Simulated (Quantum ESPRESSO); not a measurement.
# Computed records: Hf$_{2}$TiGaO$_{7}$F (made-up cell)

Calculation on a made-up crystal cell, not a measurement, rerun at a higher cutoff and a denser mesh: periodic Kohn-Sham density functional theory in plane waves with PseudoDojo standard norm-conserving scalar-relativistic pseudopotentials, each functional with its own files (v0.5 for PBE, v0.4.1 for LDA and PBEsol), no spin polarisation, no spin-orbit coupling, atoms not relaxed, stress positive in tension, energies less a fixed whole-eV offset for each atom's element; levels are Kohn-Sham levels at fractions of this cell's reciprocal vectors, counted from the reference band (half the neutral cell's valence electrons, rounded up) at Gamma; error bars give the change to or from the runs named with them, not the error of the files; each bar is the largest change over components, and at least 0.002 eV, 0.002 eV per angstrom or 0.02 GPa; no dispersion term; energies are for the whole cell, and the offsets were chosen from early runs and are not element reference energies; machines and their load varied, so run times do not measure scaling. Program: Quantum ESPRESSO 7.5.

Hf$_{2}$TiGaO$_{7}$F (made-up cell)

```
cell vectors (Å)
   4.9656     0.0000     0.0000
   0.0000     4.9656     0.0000
   0.0000     0.0000     4.9656
atoms (fractions of the cell vectors)
Ti -0.00312 -0.00870  0.00129
Ga  0.03107  0.48973  0.51790
Hf  0.51023  0.00006  0.49480
Hf  0.50894  0.51275 -0.02489
O   0.26112  0.28752  0.23073
O   0.27564  0.24509  0.73165
O   0.27469  0.76212  0.23361
O   0.27318  0.74589  0.74174
O   0.76641  0.24756  0.26019
F   0.77368  0.22898  0.72577
O   0.72227  0.72233  0.23566
O   0.72072  0.74251  0.73816
```

Here we set lattice type fluorite, functional pbe, cutoff 1437 eV, fermi dirac smearing 0.025 eV, scf tolerance 1e-07 eV, electrons removed 0, run command mpirun -np 4 pw.x -nk 4 -in in, run processor Intel Xeon, 2023 or later, virtual cores and k mesh 7 x 7 x 7, shifted by half a step.

The calculation gives: free energy less offsets 4.674 eV; scf iterations 15; smearing term minus ts 0 eV; pressure 13.78 GPa; stress xx -14.24 GPa; stress yy -13.25 GPa; stress zz -13.86 GPa; stress yz 3.647 GPa; stress xz -0.6102 GPa; stress xy -3.848 GPa; reference band 49; error bar energy 0.002973 eV; error bar stress 0.0386 GPa; error bar force 0.002551 eV/Å; error bar next band up 0.002 eV; error bars from change from the looser run of this cell; wall time of scf and band steps on a shared machine 776.5 s.

Atoms:
```
atoms element  atom site  atom energy offset (eV)
           Ti          1                    -1614
           Ga          2                    -2080
           Hf          3                    -1535
           Hf          4                    -1535
            O          5                     -452
            O          6                     -452
            O          7                     -452
            O          8                     -452
            O          9                     -452
            F         10                     -677
            O         11                     -452
            O         12                     -452
```

Forces:
```
site  x (eV/Å)  y (eV/Å)  z (eV/Å)
   1     2.041    -1.251      3.36
   2     1.083    0.7876    -2.392
   3    -1.869    -1.016    -3.465
   4    -2.033    -1.286     2.947
   5    -1.421    -1.714    0.4877
   6    -1.427   -0.5031    0.4137
   7    -3.128     2.197   -0.7771
   8    -4.209     0.263   -0.4916
   9     1.092    -1.599    -1.611
  10    0.8582    0.7998       1.9
  11     4.063      2.22    0.4797
  12     4.951     1.102   -0.8518
```

Levels:
```
level k point  next band up (eV)
        Gamma              0.507
(1/2,1/2,1/2)              1.083
   (0.15,0,0)             0.5683
   (0,0.15,0)             0.6279
   (0,0,0.15)             0.6449
```

Notes: the hafnium pseudopotential is less sure than the others, with forces about 3 percent (worst 6) and pressure in oxides about 1.5 GPa (worst 2.7) from a second method in checks, which the error bars do not cover.
